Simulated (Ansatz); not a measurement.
System: GaN (zinc blende type), 2 atoms in the cell.

All numbers below come from PBE, all-electron LAPW, point nucleus in Ansatz.

k-mesh 8×8×8 Γ-centred; Fermi–Dirac smearing of 0.1 eV; no spin polarisation.

```
CELL_PARAMETERS angstrom
0.00000 2.27500 2.27500
2.27500 0.00000 2.27500
2.27500 2.27500 0.00000
ATOMIC_POSITIONS crystal
Ga 0.00000 0.00000 0.00000
N 0.25000 0.25000 0.25000
```

(1) Would the cell expand or shrink if it were free to relax?

## Answers

(1) The pressure is -0.27 GPa, so at these settings the cell is stretched and would shrink.

This cubic structure is a model: it isn't the usual form of the substance at ambient conditions, and such phases are metastable or hypothetical.
